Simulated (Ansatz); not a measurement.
BN: zone-centre modes at 40 GPa

Level of theory: DFT LDA, scalar-relativistic, plane waves, PAW in Ansatz. Plane waves to 420 eV; Γ-centred k mesh 12×12×12; fixed occupations. No spin polarisation. Phonons by linear response, acoustic sum rule imposed.

The cell, relaxed at 40 GPa:
```
CELL_PARAMETERS angstrom
0.00000 1.74013 1.74013
1.74013 0.00000 1.74013
1.74013 1.74013 0.00000
ATOMIC_POSITIONS crystal
B 0.00000 0.00000 0.00000
N 0.75000 0.75000 0.75000
```

Other phases may be more stable at this pressure.

Question: Is this structure stable against zone-centre distortions?

Answer: Yes, at Γ: no optical mode is imaginary. Strains and other wave vectors aren't tested by this run.

Question: List the optical modes at Γ without the LO field (i marks imaginary ones).

Answer:
| frequency (THz) | degeneracy | IR intensity of the level ((D/Å)²/amu) |
| --- | --- | --- |
| 35.52 | 3 | 38.29 |

Cost: 1 run of about 0.16 core-minutes, on Intel Xeon Platinum 8375C (Ice Lake) (shared hosts).